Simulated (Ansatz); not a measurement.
NbRu:
```cif
data_NbRu
_chemical_formula_sum 'Nb1 Ru1'
_space_group_name_H-M_alt 'P 1'
_space_group_IT_number 1
_cell_length_a 3.11954
_cell_length_b 3.11954
_cell_length_c 3.11954
_cell_angle_alpha 90.000
_cell_angle_beta 90.000
_cell_angle_gamma 90.000
loop_
_space_group_symop_operation_xyz
  'x, y, z'
loop_
_atom_site_label
_atom_site_type_symbol
_atom_site_fract_x
_atom_site_fract_y
_atom_site_fract_z
_atom_site_occupancy
Nb1 Nb 0.00000 0.00000 0.00000 1
Ru1 Ru 0.50000 0.50000 0.50000 1
```

Relaxed with LDA.

**Question.** Which orbitals make up the states near the Fermi level in LDA in the plane-wave PAW code Ansatz?

**Answer.** Within 0.5 eV of the Fermi level: Nb 4d 52 %, Ru 4d 43 %. Projections are on Löwdin-orthogonalised atomic valence shells; empty p or d shells of many metals are not among them.

**Question.** Tabulate the density of states.

**Answer.** States/eV per cell of 2 atoms, in 0.25 eV bins, energy from the Fermi level.

```
E (eV)  total  Ru 4d  Nb 4d  Nb 5s
------  -----  -----  -----  -----
-7.85    0.00   0.00   0.00   0.00
-7.60    0.05   0.00   0.00   0.02
-7.35    0.08   0.00   0.00   0.04
-7.10    0.11   0.00   0.00   0.05
-6.85    0.14   0.00   0.00   0.07
-6.60    0.17   0.00   0.00   0.08
-6.35    0.21   0.01   0.01   0.09
-6.10    0.40   0.08   0.08   0.11
-5.85    1.05   0.37   0.34   0.15
-5.60    1.96   0.79   0.63   0.24
-5.35    2.33   1.03   0.76   0.24
-5.10    2.88   1.41   0.96   0.23
-4.85    3.20   1.68   1.05   0.22
-4.60    2.96   1.66   0.96   0.15
-4.35    1.66   0.92   0.58   0.09
-4.10    3.21   2.06   1.04   0.03
-3.85    4.26   2.80   1.36   0.01
-3.60    3.02   2.03   0.90   0.00
-3.35    2.32   1.52   0.71   0.01
-3.10    1.89   1.24   0.53   0.03
-2.85    3.27   2.22   0.75   0.07
-2.60    3.92   2.58   0.95   0.11
-2.35    2.17   1.22   0.65   0.12
-2.10    2.02   1.08   0.64   0.14
-1.85    2.06   1.37   0.45   0.10
-1.60    0.88   0.42   0.29   0.07
-1.35    0.69   0.29   0.26   0.06
-1.10    0.63   0.26   0.25   0.05
-0.85    0.63   0.26   0.26   0.03
-0.60    0.67   0.28   0.31   0.03
-0.35    0.84   0.32   0.46   0.02
-0.10    2.44   1.08   1.25   0.05
0.15     4.06   1.91   1.95   0.09
0.40     3.67   1.43   2.06   0.07
0.65     3.04   1.02   1.82   0.06
0.90     3.04   0.97   1.88   0.03
1.15     3.00   0.93   1.85   0.02
1.40     2.64   0.75   1.53   0.02
1.65     1.53   0.36   0.87   0.03
1.90     1.04   0.21   0.65   0.03
2.15     0.95   0.18   0.67   0.03
2.40     1.09   0.21   0.78   0.03
2.65     1.49   0.30   1.08   0.03
2.90     2.18   0.44   1.61   0.04
3.15     2.21   0.42   1.66   0.04
3.40     1.95   0.35   1.47   0.04
3.65     1.12   0.27   0.72   0.04
3.90     0.49   0.12   0.24   0.04
4.15     0.35   0.08   0.15   0.04
4.40     0.50   0.06   0.19   0.13
4.65     0.83   0.05   0.28   0.28
```

Space group Pm-3m (CsCl type). The workflow started from a Materials Project entry (that database holds measured and hypothetical structures alike); the Crystallography Open Database files this formula in space group No. 221, but the cells were not matched. Its standing as an ambient phase is unchecked. The cell was relaxed with LDA under the symmetry of its start. At this level the phase is mechanically unstable. No spin polarisation was allowed. Scalar-relativistic: spin–orbit coupling is off unless named, which matters more the heavier the elements.

Potentials: the later of the program's two PAW sets.
